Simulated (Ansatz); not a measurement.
MgTe (wurtzite)

```xyz
4
Lattice="4.5609 0.0000 0.0000 -2.2805 3.9499 0.0000 0.0000 0.0000 7.4130" Properties=species:S:1:pos:R:3 pbc="T T T"
Mg     2.2805     1.3166     0.0073
Mg     0.0000     2.6333     3.7138
Te     2.2805     1.3166     4.6273
Te     0.0000     2.6333     0.9208
```

The slice is a (-1 1 0 2) plane (indices of the conventional cell) through the point (0.333, 0.667, 0.501) (fractional), spanned by u = [110] and v = [1 -1 1] in vectors of this cell: u (4.56 Å) and v (10.83 Å, at 90° to u). It covers one period; positions are fractions (u, v).

Calculation: PBEsol (plane waves to 420 eV, PAW, scalar-relativistic; Ansatz, a quantum-chemistry and plane-wave program). k mesh 8×8×5. Near the nuclei the fields are pseudised (PAW); where an atom keeps semicore shells as valence, they peak there. MgTe was relaxed with its symmetry unable to fall. Spin-orbit coupling is left out, though Te is heavy.

### Question
Sketch the electrostatic potential energy of an electron, from the cell's mean on this plane as a map.

### Answer
```tsv
v \ u	0.00	0.15	0.31	0.46	0.62	0.77	0.92
0.88	0.7	2.3	4.1	4.3	4.3	3.4	1.2
0.75	4.9	4.9	4.5	4.1	4.3	4.8	4.9
0.62	4.9	4.3	-0.4	<-3.0	<-3.0	2.9	4.8
0.50	0.2	1.8	-1.7	x	<-3.0	1.6	0.8
0.38	x	-1.0	3.4	4.6	4.3	1.7	<-3.0
0.25	<-3.0	0.0	4.2	5.0	4.8	2.7	<-3.0
0.12	0.2	2.0	4.2	4.9	4.7	3.3	0.7
0.00	x	x	1.1	3.0	2.7	<-3.0	x
```

Values: electrostatic potential energy of an electron, from the cell's mean, in eV. Points within 1 Å of a nucleus are blanked (x), as the pseudised field means little there. Values under -3 eV are set to -3. The zero, the cell's mean, hangs on the PAW cores.
